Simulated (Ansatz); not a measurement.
Sr2Tl4V, a known structure type with other elements, at an estimated volume

```yaml
crystal:
  lattice:
    - [0.00000, 4.76975, 0.00000]
    - [4.76975, 0.00000, 0.00000]
    - [2.38488, 2.38488, -7.70522]
  atoms:
    - { symbol: V, position: [0.00000, 0.00000, 0.00000] }
    - { symbol: Tl, position: [0.50000, 0.00000, 0.00000] }
    - { symbol: Tl, position: [0.00000, 0.50000, 0.00000] }
    - { symbol: Tl, position: [0.14600, 0.14600, 0.70800] }
    - { symbol: Tl, position: [0.85400, 0.85400, 0.29200] }
    - { symbol: Sr, position: [0.35400, 0.35400, 0.29200] }
    - { symbol: Sr, position: [0.64600, 0.64600, 0.70800] }
```

Single point in Ansatz 0.2.0 with r2SCAN, no spin polarisation. Cutoff 500 eV, PAW datasets, 8×8×8 Γ-centred k mesh, fermi-dirac filling (width 0.1 eV).

- Charges: Bader charges in e: Sr +1.32, Tl -0.99 to -0.74, V +0.81. In the mean Sr gives up most and Tl takes most.
- Formation energy: 0.53 eV an atom against the elements' usual phases (free molecules for gases, crystals otherwise, with no correction for O₂ or N₂), so at this geometry it isn't bound against them. Relaxing would lower it.
- Electronic structure: It is a metal, with about 3.8 states/eV a cell as the mean within 0.25 eV of the Fermi level, mostly Tl p (59 %) and V d (22 %).
- Contacts: V–Tl at 2.25 Å: least valence density 0.74 e/Å³ and ELF 0.29 there. Sr–Tl at 3.21 Å: least valence density 0.14 e/Å³ and ELF 0.10 there. Both are smooth PAW fields, read partly inside the augmentation spheres.

Origin: a known structure type with other elements, at an estimated volume, so it need not be a known compound. Caveats: no spin polarisation, so a magnetic state may lie lower; atoms or cell far from equilibrium.
